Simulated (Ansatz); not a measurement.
C:
```
C
1.0
    2.45446     0.00000     0.00000
   -1.22723     2.12563     0.00000
    0.00000     0.00000    26.00000
C
2
Direct
  0.66667   0.33333   0.50000
  0.33333   0.66667   0.50000
```
Free-standing layer in the xy plane with vacuum along z and no interaction between images.

Relaxed with r²SCAN+D4.

Question: All from DFT-r²SCAN+D4 in the program Ansatz with PAW potentials, unless another level is named. Give the dynamical stability at Γ.

Answer: no clearly imaginary mode.

Question: Give the highest zone-centre frequency.

Answer: 1590 cm^-1.

Space group P6/mmm (graphene). A layer that has been made, often on a substrate. It is flat by the symmetry kept. The cell was relaxed with r²SCAN+D4 under the symmetry of its start. As this level gives no gap, phonon frequencies hold no LO–TO term and depend on the k-mesh and smearing (Fermi–Dirac, 0.1 eV here).

Potentials: the later of the program's two PAW sets.
